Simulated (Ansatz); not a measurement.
TiBr$_{3}$ in space group R-3 (No. 148; Br on 18f, Ti on 6c) at seven volumes, the program Ansatz at the r²SCAN+D4 level (PAW), shape and atoms relaxed at each. One row is withheld.

| V (Å³/atom) | P (GPa) |
|---|---|
| 24.704 | 2.38 |
| 25.518 | 1.36 |
| 26.332 | 0.58 |
| 27.147 | 0.00 |
| 27.961 | ? |
| 28.776 | -0.69 |
| 29.590 | -0.84 |

### Question
Fit the shown pressures and predict the withheld one.

### Answer
P = (3/2)B₀(x^(7/2) − x^(5/2))[1 + (3/4)(B′ − 4)(x − 1)] with x = (V₀/V)^(2/3). Least squares on the six rows gives V₀ = 27.157 Å³/atom, B₀ = 16.0 GPa, B′ = 10.29. At V = 27.961, x = 0.9807 and P = -0.40 GPa. The run itself gave -0.41 GPa.

The workflow started from an entry of the Crystallography Open Database (COD), which files this formula under 2 space groups. Its standing as an ambient phase is unchecked. The r²SCAN+D4 relaxation kept the symmetry of its start; whether a distortion lowers the energy is not shown. The run is not spin-polarised.

Potentials: the later of the program's two PAW sets.
